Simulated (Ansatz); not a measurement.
# SnTe: do energies and stresses tell the same story?

Method: Ansatz, DFT PBEsol, scalar-relativistic, plane waves, PAW.

Cutoff 420 eV; k points 10×10×10 on the computed 2-atom cell (Γ-centred); Gaussian smearing, width 0.01 eV; no spin polarisation.

Relaxed cell: Fm-3m, a = 6.288 Å, b = 6.288 Å, c = 6.288 Å, α = 90.00°, β = 90.00°, γ = 90.00°, 2 atoms in the primitive cell.

Energies at zero smearing and pressures from the stress tensor, at volumes with shape and atoms relaxed:
```csv
V (Å³/atom),E − E(first) (meV/atom),P (GPa)
29.214,0.00,3.36
30.146,-14.13,1.54
31.078,-18.49,0.00
32.011,-14.57,-1.31
32.943,-3.64,-2.39
```

Task: Check P = −dE/dV between neighbouring volumes, and get the bulk modulus from the pressures alone.

Result: With 1 eV/Å³ = 160.2 GPa:
| middle V (Å³/atom) | −ΔE/ΔV (GPa) | mean P (GPa) |
| --- | --- | --- |
| 29.680 | 2.428 | 2.452 |
| 30.612 | 0.750 | 0.771 |
| 31.545 | -0.674 | -0.656 |
| 32.477 | -1.879 | -1.851 |

The two differ by 0.03 GPa at most. The mean of two end pressures misses the average over a step by about ΔV² P″/12, up to 0.03 GPa here; with that taken off 0.01 GPa remains. Around V = 31.078 Å³/atom, the two neighbours give B = −V ΔP/ΔV = 31.078 × 2.85 / 1.865 = 47.6 GPa, against B0 = 47.3 GPa from the Birch–Murnaghan fit of the energies.